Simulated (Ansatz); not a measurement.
Bi₂TeSe₂:
```xyz
5
Lattice="4.2257 0.0000 0.0000 -2.1129 3.6596 0.0000 0.0000 0.0000 41.0000" Properties=species:S:1:pos:R:3 pbc="T T F"
Te     0.0000     0.0000    20.5000
Bi     0.0000     2.4397    22.6324
Se     0.0000     2.4397    16.8678
Bi     2.1129     1.2199    18.3676
Se     2.1129     1.2199    24.1322
```
Free-standing layer in the xy plane with vacuum along z and no interaction between images.

Relaxed with r²SCAN+D4.

Question: All from DFT-r²SCAN+D4 in the program Ansatz with PAW potentials, unless another level is named. Give the electron effective mass, in the valley at Γ.

Answer: 0.11 mₑ.

Question: Next, the electron affinity (Kohn–Sham)?

Answer: 4.70 eV.

Question: Give the ionisation potential (Kohn–Sham).

Answer: 6.17 eV.

Question: Give the gap with spin–orbit coupling.

Answer: 0.53 eV.

Space group P-3m1. The layer was cut from a bulk entry of the Materials Project (measured or hypothetical); whether that bulk phase is the ambient one, and whether the layer has been isolated, was not checked. The r²SCAN+D4 relaxation kept the symmetry of its start; its stability against distortions is not shown here. Spin–orbit coupling is left out wherever it is not named.

Potentials: the later of the program's two PAW sets.
